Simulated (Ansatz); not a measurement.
P2W in space group C2/m (No. 12; P on 4i, P on 4i, W on 4i), PBE in the plane-wave PAW code Ansatz, all energies at zero smearing, with the estimated change up to a 700 eV cutoff added, with one set of potentials and settings (totals compare only within such a set). Cell of 6 atoms (4 P, 2 W): -23794.706 eV.

```json
[
 {"element": "P", "reference phase": "Cmce, 4 atoms in the cell", "E (eV/atom)": "-755.6743"},
 {"element": "W", "reference phase": "Im-3m, 1 atoms in the cell", "E (eV/atom)": "-10384.8193"}
]
```

Formation energy per atom, worked out: (-23794.706 − 4×(-755.6743) − 2×(-10384.8193))/6 = -0.395 eV/atom (-38 kJ per mol of atoms), at 0 K, without zero-point energy or fitted corrections.

The workflow started from an entry of the Crystallography Open Database (COD), which files this formula under 2 space groups. Whether it is the stable phase at ambient conditions was not checked. Symmetry was held in the PBE relaxation; its stability against distortions is not shown here. The run is not spin-polarised. The references are the lowest solids computed at this level, not always the standard phases. Scalar-relativistic: spin–orbit coupling is off unless named, which matters more the heavier the elements.

Potentials: the later of the program's two PAW sets.
